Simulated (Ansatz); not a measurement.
Ta2GeN:
Space group P6₃/mmc (No. 194); a = 3.265 Å, b = 3.265 Å, c = 12.252 Å, α = 90.00°, β = 90.00°, γ = 120.00°

```
atom  site  symmetry       x       y       z
----  ----  --------  ------  ------  ------
Ge      2d      -6m2  0.6667  0.3333  0.2500
Ta      4f       3m.  0.3333  0.6667  0.0916
N       2a      -3m.  0.0000  0.0000  0.0000
```

Relaxed at zero pressure with PBE in the plane-wave PAW code Ansatz.

Question: The volume is lowered by 3 % and shape and atoms relax at that volume. What pressure results, and how do the axes share the change?

Answer: 7.0 GPa; a -1.1 %, b -1.1 %, c -0.7 %; the energy rises by 9 meV/atom.

Question: Give the new structure.

Answer: 
Space group P6₃/mmc (No. 194); a = 3.2275 Å, b = 3.2275 Å, c = 12.1622 Å, α = 90.00°, β = 90.00°, γ = 120.00°

```json
[
 {"atom": "Ge", "site": "2d", "symmetry": "-6m2", "x": "0.6667", "y": "0.3333", "z": "0.2500"},
 {"atom": "Ta", "site": "4f", "symmetry": "3m.", "x": "0.3333", "y": "0.6667", "z": "0.0924"},
 {"atom": "N", "site": "2a", "symmetry": "-3m.", "x": "0.0000", "y": "0.0000", "z": "0.0000"}
]
```

The phase is kept; no other phase was compared at this pressure.

Space group P6_3/mmc. The start of the workflow was typed in or built on a structure type; neither database checked (COD, Materials Project) lists it. Its standing as an ambient phase is unchecked. Symmetry was held in the PBE relaxation; whether a distortion lowers the energy is not shown. The run is not spin-polarised. Spin–orbit coupling is left out wherever it is not named.

Potentials: the earlier of the program's two PAW sets.
